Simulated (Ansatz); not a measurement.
## Structure relaxation, Cu$_{3}$Sn

The start is a generated trial cell of Cu3Sn in the A15 structure type. A full variable-cell relaxation at zero pressure is run with r2SCAN (plane waves to 500 eV, PAW, scalar-relativistic; Ansatz, a first-principles code). First-step values are on the input's coarse k-mesh.

Ansatz input (later rounds restart from its end on a renewed k-mesh):
Ansatz 0.2 input:
```yaml
crystal:
  lattice:
    - [4.528158, 0, 0]
    - [0, 4.528158, 0]
    - [0, 0, 4.528158]
  atoms:
    - { symbol: Cu, position: [0.25, 0, 0.5] }
    - { symbol: Cu, position: [0.75, 0, 0.5] }
    - { symbol: Cu, position: [0, 0.5, 0.25] }
    - { symbol: Cu, position: [0, 0.5, 0.75] }
    - { symbol: Cu, position: [0.5, 0.25, 0] }
    - { symbol: Cu, position: [0.5, 0.75, 0] }
    - { symbol: Sn, position: [0, 0, 0] }
    - { symbol: Sn, position: [0.5, 0.5, 0.5] }
basis: { ecutwfc: 500, ecutrho_ratio: 4, xc_grid: 4, fft_grid_basis: typed }
kpoints: { mp_grid: { grid: [7, 7, 7] } }
hamiltonian:
  xc: r2scan
  dispersion: none
  pseudopotentials: { kind: paw }
scf: { occupations: { method: fermi_dirac, width: 0.05 } }
relax: { f_tol: 0.01, max_steps: 100, cell: { stress_tol: 0.02 } }
output: { forces: true, stress: true }
```

How large is the pressure on the unrelaxed cell, and of which sign?

+42.4 GPa (positive: the cell is compressed).

How much energy is released per atom?

0.28 eV/atom.

How does the volume change?

+22.5 %, from 11.61 to 14.22 Å³/atom.

How do the shortest distances between atoms change?

The closest pairs of elements (up to four, under 3.6 Å), start → end: Cu–Cu 2.26 → 2.42 Å; Cu–Sn 2.53 → 2.71 Å.

Give the final cell and atomic positions.


```cif
data_Cu6Sn2
_chemical_formula_sum 'Cu6 Sn2'
_space_group_name_H-M_alt 'Pm-3n'
_space_group_IT_number 223
_space_group_name_Hall '-P 4n 2 3'
_cell_length_a 4.84554
_cell_length_b 4.84554
_cell_length_c 4.84554
_cell_angle_alpha 90.000
_cell_angle_beta 90.000
_cell_angle_gamma 90.000
loop_
_atom_site_label
_atom_site_type_symbol
_atom_site_symmetry_multiplicity
_atom_site_Wyckoff_symbol
_atom_site_fract_x
_atom_site_fract_y
_atom_site_fract_z
_atom_site_occupancy
Cu1 Cu 6 c 0.00000 0.50000 0.25000 1
Sn1 Sn 2 a 0.00000 0.00000 0.00000 1
```

The space group stays Pm-3n (No. 223) (the run could not lower it); the end is A15 (Cr3Si type), with 8 atoms in the primitive cell. Final values are on a 10×10×10 k-mesh of the relaxed cell. No spin polarisation in the result.

The run could not lose the symmetry of its start: the end is stationary, and may be a saddle point rather than a minimum.

All atoms sit on sites fixed by symmetry, so only the cell could relax.

The relaxed structure here is a generated cell of Cu3Sn: the first start was made by placing the elements on the sites of a structure type, and the end was not matched to a known phase here, so it may be hypothetical.
